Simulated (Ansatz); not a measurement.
## HfO2 (tetragonal-ZrO2 type, space group P4_2/nmc), scan of one atom of the cell

HfO₂ (tetragonal-ZrO2 type, space group P4_2/nmc)

```
CELL_PARAMETERS angstrom
      3.56753     0.00000     0.00000
      0.00000     3.56753     0.00000
      0.00000     0.00000     5.16669
ATOMIC_POSITIONS crystal
  Hf 0.00000 0.00000 0.00000
  Hf 0.50000 0.50000 0.50000
  O  0.00000 0.50000 0.20010
  O  0.00000 0.50000 0.70010
  O  0.50000 0.00000 0.29990
  O  0.50000 0.00000 0.79990
```

In each cell atom 6 (O, nearest neighbour Hf at 2.062 Å; its periodic images, 3.6 Å or more away, move with it) moves by s·(-0.865, 0.000, 0.501) (towards the nearest neighbour), the rest being held.

Method: PBEsol (plane waves to 420 eV, PAW, scalar-relativistic; Ansatz, a first-principles code). k mesh 8×8×5 (Γ-centred), Fermi-Dirac smearing 0.05 eV. The energy includes the smearing's −TS. Stress and pressure are positive under compression. F∥ is the force on the atom along that direction. F⊥ is the part of the force across the line. HfO2 is run without spin polarisation. HfO2 was relaxed with its symmetry unable to fall. Spin-orbit coupling is left out, though Hf is heavy. The PAW data are Ansatz's earlier set. This is a high-temperature form of HfO2. The zero of ΔE is the undisplaced structure.

```tsv
s (Å)	ΔE (meV/cell)	P (GPa)	F∥ (eV/Å)	|F⊥| (eV/Å)
-0.210	319	1.06	2.797	0.664
-0.168	211	0.52	2.346	0.492
-0.126	123	0.13	1.848	0.340
-0.084	56	-0.10	1.297	0.208
-0.042	15	-0.15	0.684	0.095
0.000	0	0.00	0.000	0.000
0.042	16	0.38	-0.768	0.077
0.084	66	1.01	-1.634	0.139
0.126	155	1.94	-2.620	0.186
0.168	288	3.19	-3.753	0.220
0.210	473	4.81	-5.067	0.245
```

What the scan shows:

- Energy at s = 0.210 Å: 473 meV/cell
- Force along the line at s = -0.210 Å: 2.80 eV/Å
- Symmetry of the curve: not even: the positive side lies higher at ±0.210 Å
- Shape of the curve: a single well with its minimum at or next to zero displacement
- Force constant k = d²E/ds² at s = 0 (finite differences): 17.2 eV/Å²
- Harmonic estimate at the end of the scan: ½ks² = 380 meV/cell against the computed 473 meV/cell, so the well is stiffer than harmonic there

The 11 points together took about 6 core-minutes (a rough figure).

(For displaced atoms, the force is minus the slope of the energy, and its curvature is a force constant, which sets phonon frequencies.)
